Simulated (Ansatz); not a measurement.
## Computed energy against volume: TiO2 (anatase)

TiO₂ (anatase)

```xyz
6
Lattice="-1.8992 1.8992 4.8519 1.8992 -1.8992 4.8519 1.8992 1.8992 -4.8519" Properties=species:S:1:pos:R:3 pbc="T T T"
Ti     0.0000     0.0000     4.8519
Ti     1.8992     0.0000     2.4260
O      0.0000     0.0000     2.8490
O      1.8992     0.0000     0.4231
O      1.8992     0.0000     4.4288
O      0.0000     0.0000     6.8548
```

This relaxed cell (volume V₀) is scaled evenly in all directions, its shape held. The atoms relax within the cell's symmetry.

All values below come from PBE (plane waves to 420 eV, PAW, scalar-relativistic; Ansatz, a quantum-chemistry and plane-wave program). k mesh 12×12×12 (Γ-centred), Fermi-Dirac smearing 0.05 eV. Energies are smeared free energies. Stress and pressure are positive under compression. With the shape held, the modulus is that of even scaling; a crystal free to change shape is softer. The PAW data are Ansatz's earlier set. TiO2 is run without spin polarisation. TiO2 was relaxed with its symmetry unable to fall. ΔE is measured from the relaxed starting cell.

```
V/V₀   ΔE (kJ/mol of atoms)  P (GPa)
-----  --------------------  -------
0.840                 23.25     48.3
0.867                 15.27     37.1
0.893                  9.26     27.4
0.920                  4.94     19.0
0.947                  2.08     11.7
0.973                  0.49      5.4
1.000                  0.00      0.0
1.027                  0.45     -4.7
1.053                  1.71     -8.7
1.080                  3.67    -12.2
1.107                  6.24    -15.1
1.133                  9.31    -17.7
1.160                 12.83    -19.8
```

Key numbers:

```yaml
pressure_at_the_smallest_volume: 48.3 GPa
energy_cost_of_the_largest_compression: 241.0 meV/atom
energy_cost_of_the_largest_expansion: 133.0 meV/atom
Bulk modulus at fixed cell shape B₀ (third-order Birch-Murnaghan fit): 188 GPa
Pressure derivative B₀′ (fit): 4.5
equilibrium_volume_of_the_fit: 11.67 Å³/atom
Pressure for 5 % compression (fit): 10.8 GPa
```

(A scan under strain: stresses follow from slopes of the energy per volume, elastic moduli from its curvatures.)
